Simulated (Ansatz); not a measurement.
## MoS2 (3R-MoS2 type, space group R3m), scan of one atom of the cell

MoS2 (3R-MoS2 type, space group R3m)

```yaml
crystal:
  lattice:
    - [1.58770, 0.91666, 6.19534]
    - [-1.58770, 0.91666, 6.19534]
    - [0.00000, -1.83332, 6.19534]
  atoms:
    - { symbol: Mo, position: [0.00000, 0.00000, 0.00000] }
    - { symbol: S, position: [0.75029, 0.75029, 0.75029] }
    - { symbol: S, position: [0.58300, 0.58300, 0.58300] }
```

In this cell atom 2 (S, nearest neighbour Mo at 2.403 Å; its periodic images, 3.2 Å or more away, move with it) is moved by s along Cartesian z, unit vector (0.000, 0.000, 1.000); all other atoms and the cell stay fixed.

Calculation: r2SCAN+rVV10 (plane waves to 500 eV, PAW, scalar-relativistic; Ansatz, a quantum-chemistry and plane-wave program). k mesh 10×10×10 (Γ-centred), Fermi-Dirac smearing 0.05 eV. Energies are smeared free energies. Stress and pressure are positive under compression. As the smearing reaches across the gap at some points, energies and forces of such displacements shift with the k mesh and the smearing. F∥ is the force on the atom along that direction. MoS2 is run without spin polarisation. MoS2 was relaxed with its symmetry unable to fall. The PAW data are Ansatz's earlier set. This is one of several known forms of MoS2; the measured ambient cells at hand have space group No. 194. The zero of ΔE is the undisplaced structure.

```
s (Å)   ΔE (meV/cell)  P (GPa)  F∥ (eV/Å)
------  -------------  -------  ---------
-0.480           2509     35.1     10.167
-0.384           1616     26.5      8.319
-0.288            897     18.6      6.621
-0.192            379     11.4      4.178
-0.096             89      5.2      1.915
0.000               0      0.0     -0.001
0.096              78     -4.2     -1.557
0.192             288     -7.5     -2.773
0.288             600    -10.0     -3.678
0.384             985    -11.9     -4.308
0.480            1420    -13.1     -4.700
```

Derived quantities:

- Energy at s = 0.480 Å: 1420 meV/cell
- Force along the line at s = -0.480 Å: 10.2 eV/Å
- Symmetry of the curve: not even: the negative side lies higher at ±0.480 Å
- Shape of the curve: a single well with its minimum at or next to zero displacement
- Force constant k = d²E/ds² at s = 0 (finite differences): 18.1 eV/Å²
- Harmonic estimate at the end of the scan: ½ks² = 2083 meV/cell against the computed 1420 meV/cell, so the well is softer than harmonic there

(A displaced cell: forces are minus the slopes of the energy, force constants its curvatures, and phonons follow from these.)
